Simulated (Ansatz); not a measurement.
# Mn₅V₂H₄O₁₂: Quadrupolar parameters

The cell is a computed structure from the Materials Project (it need not be an observed phase).

```
CELL_PARAMETERS angstrom
4.90101 -4.84849 0.00000
4.90101 4.84849 0.00000
-0.87950 0.00000 5.40998
ATOMIC_POSITIONS crystal
Mn 0.18233 0.81767 0.50000
Mn 0.81767 0.18233 0.50000
Mn 0.00000 0.00000 0.00000
Mn 0.34687 0.65313 0.00000
Mn 0.65313 0.34687 0.00000
V 0.68761 0.68761 0.55467
V 0.31239 0.31239 0.44533
H 0.04208 0.36664 0.86787
H 0.95792 0.63336 0.13213
H 0.63336 0.95792 0.13213
H 0.36664 0.04208 0.86787
O 0.22479 0.51609 0.62211
O 0.77521 0.48391 0.37789
O 0.48391 0.77521 0.37789
O 0.51609 0.22479 0.62211
O 0.93310 0.27807 0.86708
O 0.06690 0.72193 0.13292
O 0.72193 0.06690 0.13292
O 0.27807 0.93310 0.86708
O 0.87189 0.87189 0.61539
O 0.12811 0.12811 0.38461
O 0.62578 0.62578 0.84062
O 0.37422 0.37422 0.15938
```

Sites (sets of like atoms) are named by element and the number of their first atom in this list.

The numbers come from a DFT calculation in Ansatz (PBE, plane waves and PAW, scalar-relativistic, collinear spin, 420 eV cutoff, Γ-centred 3×3×4 k-points, Fermi–Dirac smearing 0.02 eV). Start moments as typed (μB): 5 on each Mn, none on the rest.

C_Q = eQV_zz/h, which is 24.18 MHz for Q = 1 b and V_zz = 10²¹ V/m²; η = (V_xx − V_yy)/V_zz. Directions are in the Cartesian axes of the cell vectors above, for the atom listed; none is given where the gradient is under 0.02 or η is above 0.95.

Question: Give the quadrupolar parameters of the distinct sites.

Answer: 

```csv
site,first atom,first shell,V_zz (10²¹ V/m²),η,"direction of V_zz (x, y, z)"
Mn1,1,6 O at 2.11–2.31 Å,-5.53,0.56,0.37 0.00 0.93
Mn3,3,6 O at 2.15–2.27 Å,4.53,0.63,0.63 0.00 0.78
Mn4,4,6 O at 2.17–2.25 Å,2.29,0.15,0.72 0.00 0.69
V,6,4 O at 1.76–1.78 Å,-0.91,0.66,0.31 0.00 0.95
H,8,1 O at 0.97 Å; also 1 O at 2.28 Å,4.14,0.02,1.00 -0.10 0.02
O12,12,"1 V at 1.76 Å, 2 Mn at 2.25–2.26 Å; also 1 H at 2.28 Å",-2.75,0.89,0.82 -0.58 0.07
O16,16,"1 H at 0.97 Å, 3 Mn at 2.11–2.17 Å",10.87,0.04,0.99 -0.12 0.04
O20,20,"1 V at 1.78 Å, 3 Mn at 2.27–2.31 Å",1.99,0.50,0.96 0.00 0.30
O22,22,"1 V at 1.77 Å, 2 Mn at 2.20 Å; also 2 H at 2.64 Å",3.43,0.77,-0.66 0.00 0.75
```

At H V_zz points along its bond to O (within 1°). At O16 V_zz points along its shortest bond, to H (within 3°). At O20 V_zz points along its shortest bond, to V (within 7°).

At this cell the principal stresses reach 5 GPa in size with PBE, which can matter for small gradients. The largest force is 0.4 eV/Å, so the atoms aren't at the calculated equilibrium and relaxing them would move these values. Runs of this kind can end above the lowest electronic state. With a gap of 0.7 eV on this mesh, small gradients can still move by 0.1 × 10²¹ V/m² or more as the k-mesh gets denser. All moments are parallel here, as the start or the cell imposes; many such compounds order antiparallel, where fields and spin densities carried over to other atoms largely cancel. The magnetic order is the one that the run reached from its start moments, not necessarily the measured one; the program found signs of a lower order.
